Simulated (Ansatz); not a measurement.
The relaxed structure here is a generated cell of B: the first start was made by placing the elements on the sites of a structure type, and the end was not matched to a known phase here, so it may be hypothetical.

One starting cell of B (a generated trial cell of B in the AFLOW prototype A_oP8_62_2c (A_c)) was relaxed twice with Ansatz (plane waves, PAW, scalar-relativistic): with r2SCAN at 500 eV and with PBE at 420 eV. The r2SCAN result:

```
B
1.0
    1.46875    -2.66075     0.00000
    1.46875     2.66075     0.00000
    0.00000     0.00000     3.26519
B
4
Direct
  0.84420   0.15580   0.90983
  0.34420   0.65580   0.59017
  0.15580   0.84420   0.09017
  0.65580   0.34420   0.40983
```

```tsv
quantity	r2SCAN	PBE
space group	Cmce	Cmce
volume (Å³/atom)	6.38	(withheld)
a (Å)	2.938	(withheld)
b (Å)	5.321	(withheld)
c (Å)	3.265	(withheld)
gap (eV, no spin-orbit coupling)	0.00	(withheld)
```

### Question
Fill in the PBE column.

### Answer

- volume (Å³/atom), PBE: 6.38
- a (Å), PBE: 2.939
- b (Å), PBE: 5.324
- c (Å), PBE: 3.263
- gap (eV, no spin-orbit coupling), PBE: 0.00

Both levels end in the same structure; PBE's volume is within 0.5 % of r2SCAN's. Neither column is exact.

No spin polarisation in the result.

The run could not lose the symmetry of its start, so the end can be a saddle point.

Ansatz is an electronic-structure program.
